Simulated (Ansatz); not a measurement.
Ansatz input file:

```yaml
crystal:
  lattice:
    - [5.912182085, 0.0, 0.0]
    - [-2.9560910425, 5.1200998774, 0.0]
    - [0.0, 0.0, 4.756222]
  atoms:
    - { symbol: Ti, position: [0.164251, 0.328502, 0.75] }
    - { symbol: Ti, position: [0.671498, 0.835749, 0.75] }
    - { symbol: Ti, position: [0.164251, 0.835749, 0.75] }
    - { symbol: Ti, position: [0.835749, 0.671498, 0.25] }
    - { symbol: Ti, position: [0.328502, 0.164251, 0.25] }
    - { symbol: Ti, position: [0.835749, 0.164251, 0.25] }
    - { symbol: Sn, position: [0.66666667, 0.33333333, 0.75] }
    - { symbol: Sn, position: [0.33333333, 0.66666667, 0.25] }
basis:
  ecutwfc: 500
kpoints:
  mp_grid: { grid: [6, 6, 8] }
hamiltonian:
  xc: r2scan
scf:
  occupations: { method: gaussian, width: 0.1 }
output:
  forces: true
  stress: true
  eigenvalues: true
  write_density: true
  write_potential: true
  elf: true
  volumetric_format: npy
relax:
  adjacent_minimum: "off"
  f_tol: 0.005
  max_steps: 80
  cell: { stress_tol: 0.05 }
```

Command:
```bash
ansatz run input.yaml --threads 2 --pin off --max-ram 5120MiB --backend cpu --events-out ev --progress --plain --runs-dir out
```

These are results of DFT r2SCAN, scalar-relativistic, plane waves, PAW in Ansatz 0.2.0, not measurements.

Part of what the program printed, abridged:

```
Pseudopotentials: kind: paw
Pseudopotential: Ti, paw, valence charge 12, recommended cutoff 500 eV (meta_gga)
Pseudopotential: Sn, paw, valence charge 14, recommended cutoff 500 eV (meta_gga)
Functional definition: r2SCAN
Crystal: 8 atoms, lattice volume = 143.975 Å³
Basis set: ecut = 500 eV, 3665 PW (Γ), exchange–correlation on 180×180×144 points (64 copies of the dense FFT grid, shifted against one another)
Bands: 60, of which v1, the nominal top of the filled ones, is band 50 counted from 1 (49 counted from 0)
Symmetry: 24 space group operations
Space group: P63/mmc (ITA 194), of the structure as read, at distance tolerance 5.2e-5 Å
k-points: 35 of 288
Initial density: superposition of atomic densities (neutral atoms: chi_scale 0, normalization atom), corrected by the library's trained network
Initial wavefunctions: pseudopotential atomic-orbital guess
Functional: x = r2scan, c = r2scan; τ floored in thin density (d = 2e-4 eV/Å³)
SCF iter   1: F=—  HF=-27106.022963 eV  |F-HF|=—  |Δ(HF+E_count)|=         —  Δρ=1.49e-2  dr2=3.40e-1  dr2_τ=6.62e-2  ethr=1.77e-3  ⟨swp⟩=7.1  Hψ=8422  notcnv=0
SCF iter   2: F=—  HF=-27106.147473 eV  |F-HF|=—  |Δ(HF+E_count)|=   1.25e-1  Δρ=4.91e-3  dr2=3.58e-2  dr2_τ=3.15e-3  ethr=3.40e-4  ⟨swp⟩=2.7  Hψ=4323  notcnv=0  defer=78
SCF iter   3: F=—  HF=-27106.147458 eV  |F-HF|=—  |Δ(HF+E_count)|=   1.58e-5  Δρ=2.13e-3  dr2=4.42e-3  dr2_τ=4.79e-4  ethr=3.58e-5  ⟨swp⟩=2.0  Hψ=2532  notcnv=0  defer=78
SCF iter   4: F=—  HF=-27106.150085 eV  |F-HF|=—  |Δ(HF+E_count)|=   2.63e-3  Δρ=4.13e-4  dr2=1.72e-4  dr2_τ=6.13e-6  ethr=4.42e-6  ⟨swp⟩=3.0  Hψ=3783  notcnv=0  defer=78
SCF iter   5: F=—  HF=-27106.150198 eV  |F-HF|=—  |Δ(HF+E_count)|=   1.13e-4  Δρ=6.51e-5  dr2=5.81e-6  dr2_τ=2.72e-7  ethr=1.72e-7  ⟨swp⟩=2.0  Hψ=2598  notcnv=0  defer=78
SCF iter   6: F=—  HF=-27106.150175 eV  |F-HF|=—  |Δ(HF+E_count)|=   2.32e-5  Δρ=1.63e-5  dr2=2.97e-7  dr2_τ=1.20e-8  ethr=5.81e-9  ⟨swp⟩=2.3  Hψ=3164  notcnv=0  defer=78
SCF iter   7: F=-27106.150175 eV  HF=-27106.150175 eV  |F-HF|=1.84e-8  |Δ(HF+E_count)|=   1.61e-7  Δρ=4.99e-6  dr2=4.61e-8  dr2_τ=1.03e-9  ethr=1.00e-10  ⟨swp⟩=16.3  Hψ=14353  notcnv=0
SCF 1 converged in 7 iterations: F = -27106.150175 eV  dr2 = 4.61e-8
relax step   1: F+E_penalty+E_count = -27106.15017521 eV  Δ(F+E_penalty+E_count) = +0.000e0 eV  max|allowed force component| = 3.245e-2 eV/Å  Δτ_max = 0.0000 Å  P = -1.133 GPa  Ω = 143.975 Å³  (7 SCF iters, dr2 threshold 1.00e-7 eV, accepted)
Crystal: 8 atoms, lattice volume = 140.034 Å³
Basis set: ecut = 500 eV, 3557 PW (Γ), exchange–correlation on 180×180×144 points (64 copies of the dense FFT grid, shifted against one another)
Initial density: handed on by an earlier stage of this run
Initial wavefunctions: those handed on with the density
SCF iter   1: F=—  HF=-27106.036089 eV  |F-HF|=—  |Δ(HF+E_count)|=         —  Δρ=2.08e-3  dr2=7.02e-3  dr2_τ=7.42e-2  ethr=6.66e-6  ⟨swp⟩=1.3  Hψ=9998  notcnv=0
SCF iter   2: F=—  HF=-27106.138116 eV  |F-HF|=—  |Δ(HF+E_count)|=   1.02e-1  Δρ=1.13e-3  dr2=2.80e-3  dr2_τ=5.33e-5  ethr=6.66e-6  ⟨swp⟩=2.0  Hψ=3872  notcnv=0
SCF iter   3: F=—  HF=-27106.137633 eV  |F-HF|=—  |Δ(HF+E_count)|=   4.82e-4  Δρ=4.86e-4  dr2=3.92e-4  dr2_τ=2.90e-5  ethr=2.80e-6  ⟨swp⟩=2.0  Hψ=2672  notcnv=0
SCF iter   4: F=—  HF=-27106.137495 eV  |F-HF|=—  |Δ(HF+E_count)|=   1.38e-4  Δρ=1.69e-4  dr2=3.63e-5  dr2_τ=2.86e-6  ethr=3.92e-7  ⟨swp⟩=2.5  Hψ=3208  notcnv=0
SCF iter   5: F=—  HF=-27106.137500 eV  |F-HF|=—  |Δ(HF+E_count)|=   4.78e-6  Δρ=8.55e-5  dr2=6.80e-6  dr2_τ=5.69e-7  ethr=3.63e-8  ⟨swp⟩=2.0  Hψ=2635  notcnv=0
SCF iter   6: F=-27106.137503 eV  HF=-27106.137503 eV  |F-HF|=6.23e-8  |Δ(HF+E_count)|=   3.34e-6  Δρ=1.72e-5  dr2=3.42e-7  dr2_τ=2.20e-8  ethr=8.00e-10  ⟨swp⟩=9.2  Hψ=15058  notcnv=0
SCF 2 converged in 6 iterations: F = -27106.137503 eV  dr2 = 3.42e-7
relax step   2: F+E_penalty+E_count = -27106.13750322 eV  Δ(F+E_penalty+E_count) = +1.267e-2 eV  max|allowed force component| = 5.147e-2 eV/Å  Δτ_max = 0.0100 Å  P = +2.371 GPa  Ω = 140.034 Å³  energy of the carried Pulay correction = +1.909e-3 eV  (6 SCF iters, dr2 threshold 8.00e-7 eV, rejected (line search))
Crystal: 8 atoms, lattice volume = 142.668 Å³
SCF iter   1: F=—  HF=-27106.114685 eV  |F-HF|=—  |Δ(HF+E_count)|=         —  Δρ=1.38e-3  dr2=3.37e-3  dr2_τ=3.24e-2  ethr=3.13e-6  ⟨swp⟩=2.0  Hψ=10453  notcnv=0
SCF iter   2: F=—  HF=-27106.156434 eV  |F-HF|=—  |Δ(HF+E_count)|=   4.17e-2  Δρ=7.41e-4  dr2=1.18e-3  dr2_τ=2.60e-5  ethr=3.13e-6  ⟨swp⟩=2.0  Hψ=3877  notcnv=0
SCF iter   3: F=—  HF=-27106.156262 eV  |F-HF|=—  |Δ(HF+E_count)|=   1.71e-4  Δρ=3.46e-4  dr2=2.24e-4  dr2_τ=1.46e-5  ethr=1.18e-6  ⟨swp⟩=2.0  Hψ=2673  notcnv=0
SCF iter   4: F=—  HF=-27106.156191 eV  |F-HF|=—  |Δ(HF+E_count)|=   7.15e-5  Δρ=1.26e-4  dr2=2.89e-5  dr2_τ=8.63e-7  ethr=2.24e-7  ⟨swp⟩=2.0  Hψ=2580  notcnv=0
SCF iter   5: F=—  HF=-27106.156188 eV  |F-HF|=—  |Δ(HF+E_count)|=   2.44e-6  Δρ=5.49e-5  dr2=3.82e-6  dr2_τ=1.95e-7  ethr=2.89e-8  ⟨swp⟩=2.0  Hψ=2688  notcnv=0
SCF iter   6: F=—  HF=-27106.156158 eV  |F-HF|=—  |Δ(HF+E_count)|=   3.00e-5  Δρ=1.26e-5  dr2=2.09e-7  dr2_τ=8.03e-9  ethr=3.82e-9  ⟨swp⟩=3.0  Hψ=3968  notcnv=0
SCF iter   7: F=—  HF=-27106.156158 eV  |F-HF|=—  |Δ(HF+E_count)|=   2.80e-8  Δρ=6.62e-6  dr2=6.09e-8  dr2_τ=1.86e-9  ethr=2.09e-10  ⟨swp⟩=2.0  Hψ=2952  notcnv=0
SCF iter   8: F=—  HF=-27106.156158 eV  |F-HF|=—  |Δ(HF+E_count)|=   7.17e-9  Δρ=1.78e-6  dr2=4.62e-9  dr2_τ=1.92e-10  ethr=6.09e-11  ⟨swp⟩=2.0  Hψ=2625  notcnv=0
SCF iter   9: F=—  HF=-27106.156158 eV  |F-HF|=—  |Δ(HF+E_count)|=  1.09e-11  Δρ=3.95e-7  dr2=2.17e-10  dr2_τ=8.30e-12  ethr=4.62e-12  ⟨swp⟩=2.2  Hψ=2888  notcnv=0
SCF iter  10: F=-27106.156158 eV  HF=-27106.156158 eV  |F-HF|=1.46e-11  |Δ(HF+E_count)|=  3.27e-11  Δρ=6.71e-8  dr2=5.42e-12  dr2_τ=4.68e-13  ethr=1.00e-12  ⟨swp⟩=6.6  Hψ=8899  notcnv=0
SCF 3 converged in 10 iterations: F = -27106.156158 eV  dr2 = 5.42e-12
relax step   3: F+E_penalty+E_count = -27106.15615838 eV  Δ(F+E_penalty+E_count) = -5.983e-3 eV  max|allowed force component| = 3.961e-3 eV/Å  Δτ_max = 0.0037 Å  P = -0.029 GPa  Ω = 142.668 Å³  energy of the carried Pulay correction = +6.274e-4 eV  (10 SCF iters, accepted)
Initial wavefunctions: pseudopotential atomic-orbital guess (no wavefunctions were taken with the density)
SCF iter   1: F=—  HF=-27106.155595 eV  |F-HF|=—  |Δ(HF+E_count)|=         —  Δρ=2.00e-5  dr2=5.84e-8  dr2_τ=7.60e-7  ethr=2.57e-7  ⟨swp⟩=3.7  Hψ=13539  notcnv=0
SCF iter   2: F=—  HF=-27106.155560 eV  |F-HF|=—  |Δ(HF+E_count)|=   3.48e-5  Δρ=1.09e-5  dr2=2.81e-8  dr2_τ=3.30e-8  ethr=5.84e-11  ⟨swp⟩=3.1  Hψ=4150  notcnv=0
SCF iter   3: F=—  HF=-27106.155560 eV  |F-HF|=—  |Δ(HF+E_count)|=   4.21e-8  Δρ=2.24e-6  dr2=1.24e-9  dr2_τ=1.26e-9  ethr=2.81e-11  ⟨swp⟩=2.1  Hψ=2700  notcnv=0
SCF iter   4: F=—  HF=-27106.155560 eV  |F-HF|=—  |Δ(HF+E_count)|=   1.87e-9  Δρ=3.34e-7  dr2=1.97e-10  dr2_τ=1.07e-11  ethr=1.24e-12  ⟨swp⟩=2.0  Hψ=3871  notcnv=0
SCF iter   5: F=-27106.155560 eV  HF=-27106.155560 eV  |F-HF|=7.28e-12  |Δ(HF+E_count)|=  6.55e-11  Δρ=8.71e-8  dr2=1.57e-11  dr2_τ=1.23e-12  ethr=1.00e-12  ⟨swp⟩=8.9  Hψ=9628  notcnv=0
SCF 4 converged in 5 iterations: F = -27106.155560 eV  dr2 = 1.57e-11
SCF converged after 5 iterations
Free energy (F): -27106.155560 eV
Harris-Foulkes:  -27106.155560 eV  (|F-HF|=7.28e-12)
Internal energy: -27106.112093 eV  (E = F + TS)
E sigma→0 (E₀):  -27106.133827 eV
Entropy (-TS):   -0.043467 eV (-5.433 meV/atom)
Fermi energy:    14.247292 eV
--- Per-component energies (eV) ---
  E_band       = -1050.871201
  E_kinetic    = 2016.612041
  E_local      = -6025.781209  (includes V_loc(G=0)·N_el)
  E_nonlocal   = -16.161446
  E_hartree    = 2869.225779
  E_xc         = -1308.340271
  E_vxc        = -1009.162182  (∫ρ·V_xc dr)
  E_paw        = -14668.248309  (= ΣΔE_a)
  E_vpaw       = -1823.224287  (= ΣTr[D̂ρ^β])
  E_aug_tail   = 0.000528  (compensation charges beyond the density's cutoff)
  E_vtau       = 68.393830  (kinetic-family band-sum trace: ∫τ·v_τ [+ j·A + Jᵃ·Aᵃ] dr)
  E_ewald      = -9973.369104
  E_core_change = -0.050103  (= ΣΔE_core)
  E_smearing   = -0.043467  (= −TS)
--- Forces (eV/Å), atoms counted from 1 ---
  atom   1  Ti     0.00000000     0.00391020     0.00000000
  atom   2  Ti    -0.00338633    -0.00195510     0.00000000
  atom   3  Ti     0.00338633    -0.00195510     0.00000000
  atom   4  Ti     0.00000000    -0.00391020     0.00000000
  atom   5  Ti     0.00338633     0.00195510     0.00000000
  atom   6  Ti    -0.00338633     0.00195510     0.00000000
  atom   7  Sn     0.00000000     0.00000000     0.00000000
  atom   8  Sn     0.00000000     0.00000000     0.00000000
--- Stress (GPa, compression-positive) ---
       -0.044314       0.000000       0.000000
        0.000000      -0.044314       0.000000
        0.000000       0.000000      -0.006346
  P = ⅓ Tr σ = -0.0317 GPa (-0.317 kbar)
--- Band table (eV; the first three rows and the last of 35) ---
  k-point 0: bands = ["-45.0140", "-44.9363", "-44.9363", "-44.9279", "-44.8946", "-44.8946", "-20.4496", "-20.3910", "-20.3396", "-20.3396", "-20.2842", "-20.2842", "-20.2746", "-20.2723", "-20.2723", "-20.1828", "-20.0490", "-20.0490", "-20.0278", "-19.9803", "-19.9155", "-19.9155", "-19.9027", "-19.9027", "-7.5179", "-7.5179", "-7.5093", "-7.5093", "-7.5062", "-7.5010", "-7.5010", "-7.4962", "-7.4750", "-7.4750", "4.1074", "6.4603", "10.7630", "10.7630", "10.9379", "11.3023", "11.3023", "11.6049", "12.1485", "12.8199", "12.8199", "12.9326", "13.0824", "13.2095", "13.2095", "13.5888", "14.6944", "14.6944", "14.7224", "14.7669", "14.7669", "16.1230", "16.1230", "16.2601", "16.3328", "16.332 ...
  k-point 1: bands = ["-45.0108", "-44.9347", "-44.9347", "-44.9312", "-44.8962", "-44.8962", "-20.4410", "-20.3897", "-20.3689", "-20.3689", "-20.3001", "-20.3001", "-20.2703", "-20.2317", "-20.2317", "-20.1769", "-20.0430", "-20.0430", "-20.0338", "-19.9955", "-19.9154", "-19.9154", "-19.9035", "-19.9035", "-7.5179", "-7.5179", "-7.5124", "-7.5124", "-7.5054", "-7.4977", "-7.4977", "-7.4961", "-7.4761", "-7.4761", "4.2099", "6.4090", "10.8204", "10.8204", "10.8333", "11.2859", "11.4212", "11.4212", "12.0239", "12.8733", "12.8733", "13.0553", "13.0553", "13.2170", "13.2609", "13.6030", "14.6307", "14.6307", "14.7443", "14.7443", "14.8063", "16.1399", "16.1399", "16.1489", "16.2083", "16.208 ...
  k-point 2: bands = ["-45.0015", "-44.9405", "-44.9302", "-44.9302", "-44.9007", "-44.9007", "-20.4198", "-20.4011", "-20.4011", "-20.3868", "-20.3370", "-20.3370", "-20.2544", "-20.1678", "-20.1678", "-20.1603", "-20.0507", "-20.0380", "-20.0346", "-20.0346", "-19.9152", "-19.9152", "-19.9059", "-19.9059", "-7.5178", "-7.5178", "-7.5164", "-7.5164", "-7.5034", "-7.4960", "-7.4928", "-7.4928", "-7.4788", "-7.4788", "4.5035", "6.2378", "10.4726", "10.7446", "10.9939", "10.9939", "11.7653", "11.7653", "12.1187", "12.6604", "12.6604", "13.0119", "13.0119", "13.5050", "13.5328", "13.6883", "14.4716", "14.4716", "14.5765", "14.5765", "15.0532", "15.9208", "16.0374", "16.0374", "16.0880", "16.088 ...
  k-point 34: bands = ["-44.9469", "-44.9469", "-44.9397", "-44.9397", "-44.9155", "-44.9155", "-20.3926", "-20.3926", "-20.3510", "-20.3510", "-20.2864", "-20.2864", "-20.1862", "-20.1862", "-20.0994", "-20.0994", "-20.0813", "-20.0813", "-20.0597", "-20.0597", "-20.0349", "-20.0349", "-19.9379", "-19.9379", "-7.5078", "-7.5078", "-7.5041", "-7.5041", "-7.4939", "-7.4939", "-7.4900", "-7.4900", "-7.4876", "-7.4876", "6.0201", "6.0201", "9.2130", "9.2130", "10.2826", "10.2826", "12.1793", "12.1793", "12.2013", "12.2013", "13.4662", "13.4662", "13.5944", "13.5944", "13.8690", "13.8690", "14.5742", "14.5742", "14.8111", "14.8111", "14.9268", "14.9268", "15.8529", "15.8529", "15.8871", "15.8871 ...
--- Relaxed structure (3 steps of the walk, 2 accepted, 1 SCFs on fresh bases) ---
  F+E_penalty+E_count = -27106.15556023 eV   max|allowed force component| = 3.910e-3 eV/Å   (the final SCF, on the basis selected at the relaxed cell)
  cell:  # Å, volume = 142.6678 Å³
    - [5.89042278, 0.0, 0.0]
    - [-2.94521139, 5.10125576, 0.0]
    - [0.0, 0.0, 4.74790953]
  atoms:
    - { symbol: Ti, position: [0.16461155, 0.32922311, 0.75] }
    - { symbol: Ti, position: [0.67077688, 0.83538844, 0.75] }
    - { symbol: Ti, position: [0.16461155, 0.83538844, 0.75] }
    - { symbol: Ti, position: [0.83538844, 0.67077688, 0.25] }
    - { symbol: Ti, position: [0.32922311, 0.16461155, 0.25] }
    - { symbol: Ti, position: [0.83538844, 0.16461155, 0.25] }
    - { symbol: Sn, position: [0.66666666, 0.33333333, 0.75] }
    - { symbol: Sn, position: [0.33333333, 0.66666666, 0.25] }
```

The relaxation met its thresholds.

Time: 87 s on 2 threads of Arm Neoverse V2 (shared host), peak memory 0.91 GiB.